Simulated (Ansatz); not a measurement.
With plane-wave PAW PBEsol (Ansatz code), CdTe in the CsCl type structure (Pm-3m) relaxes to a = 3.703 Å. Cd has 8 nearest neighbours from 3.21 Å (cubic). Against the elements it lies at 0.085 eV/atom, with no fitted shifts.

Electronic character: metallic (no gap). Gap from PBEsol with spin–orbit coupling: none (metallic).

An equation-of-state fit gives a bulk modulus of 55.7 GPa. The relaxed-ion elastic constants in GPa are C11 = 53.0, C12 = 56.2, C44 = -1.0. The highest mode at Γ lies at 61 cm⁻¹.

The start of the workflow was typed in or built on a structure type; neither database checked (COD, Materials Project) lists it. It is not the phase usual at ambient conditions (space group No. 216). Symmetry was held in the PBEsol relaxation. At this level the phase is mechanically unstable. As this level gives no gap, shear constants depend on the k-mesh and smearing (Fermi–Dirac, 0.1 eV here). As this level gives no gap, phonon frequencies hold no LO–TO term and depend on the k-mesh and smearing (Fermi–Dirac, 0.1 eV here). The references are the lowest solids computed at this level, not always the standard phases. Spin–orbit coupling is left out wherever it is not named.

Potentials: the earlier of the program's two PAW sets. The files were generated under PBE; for other functionals the program regenerates the frozen cores, and for LDA and PBEsol the local potential too.
